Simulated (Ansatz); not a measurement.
HfN in space group P6/mmm (No. 191; Hf on 3f, N on 1a, N on 2d) under volume change, the program Ansatz at the PBE level (PAW), shape and atoms relaxed at each volume.

```
V (Å³/atom)  E − E(relaxed) (meV/atom)  P (GPa)
-----------  -------------------------  -------
12.764                            75.5    20.82
13.184                            31.7    12.76
13.605                             7.5     5.87
14.026                             0.0     0.00
14.447                             6.8    -5.03
14.867                            25.8    -9.34
15.288                            55.2   -12.99
```

### Question
What does a third-order Birch–Murnaghan fit give for V₀, B₀ and B′?

### Answer
V₀ = 14.03 Å³/atom, B₀ = 181 GPa, B′ = 4.2.

A made-up cell: these elements were put on the sites of a structure type; neither database checked (COD, Materials Project) lists it. It is not the phase usual at ambient conditions (space group No. 225). The cell was relaxed with PBE under the symmetry of its start; whether a distortion lowers the energy is not shown. No spin polarisation was allowed. Spin–orbit coupling is left out wherever it is not named.

Potentials: the later of the program's two PAW sets.
